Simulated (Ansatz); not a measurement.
Start of a relaxation of SiB6:

```
CELL_PARAMETERS angstrom
2.60919 1.50642 2.83942
-2.60919 1.50642 2.83942
0.00000 -3.01284 2.83942
ATOMIC_POSITIONS crystal
Si 0.68698 0.68698 0.68698
B 0.85547 0.85547 0.85547
B 0.13704 0.74983 0.13704
B 0.13704 0.13704 0.74983
B 0.74983 0.13704 0.13704
B 0.53009 0.53009 0.53009
B 0.26892 0.26892 0.26892
```

Level of theory: DFT PBE, scalar-relativistic, plane waves, PAW (Ansatz 0.2.0). Cutoff 420 eV, Gaussian smearing, Γ-centred meshes. Cell and atoms relax first on a coarse mesh and then on a finer one. In between, the cell is made exact in the group found at 0.06 Å. In metals the finer mesh still leaves noise of several meV/atom or more. The steps can't lower the symmetry of their start. No spin polarisation.

A guess keeps its type if space group and coordination stay and the shape of the cell changes little (axis ratios within about 15 %, angles within 6°); the volume may change.

Q: Does it keep its structure type, or change into something else?

A: It doesn't keep its type. The symmetry stays R3m (No. 160). The volume per atom grows by 1.0 %, from 9.6 to 9.7 Å³. The shortest distance goes from 1.34 Å (Si–B) to 1.64 Å (B–B). The ratio c/a of the conventional cell changes by a factor of 1.48. Counting neighbours within 15 % of an atom's shortest distance, the start has B 1/2/4, Si 2 and the end B 1/4, Si 2. In detail, at the end around Si lie 2 B at 1.97–1.99 Å and 6 B at 2.34 Å; around B on a site of symmetry 3m lie 3 B at 1.80 Å and 1 Si at 1.97 Å; B on a site of symmetry m is surrounded by 4 B at 1.68–1.80 Å; 2 more sites not described.

```xyz
7
Lattice="2.2997 1.3277 3.6913 -2.2997 1.3277 3.6913 0.0000 -2.6554 3.6913" Properties=species:S:1:pos:R:3 pbc="T T T"
Si    0.0000    0.0000    7.5150
B     0.0000    0.0000    9.4857
B    -1.4582    0.8419    3.6167
B     0.0000   -1.6837    3.6167
B     1.4582    0.8419    3.6167
B     0.0000    0.0000    5.5284
B     0.0000    0.0000    3.8890
```

The zero of energy is the elements' standard structures at the same level; no fitted shifts are applied.

Q: At what energy does it end?

A: +0.85 eV/atom. It can't be a ground state, since the elements alone are lower.

The last run used a 12×12×12 mesh for its 7-atom cell and Gaussian smearing of 0.10 eV. A structure relaxed within its symmetry needn't be a true minimum. Another cell of SiB6 relaxed alike, in R3m, lies 0.54 eV/atom lower, so this cell isn't the stable form at this level.

In counts of neighbours, a slash parts the counts of unlike sites.
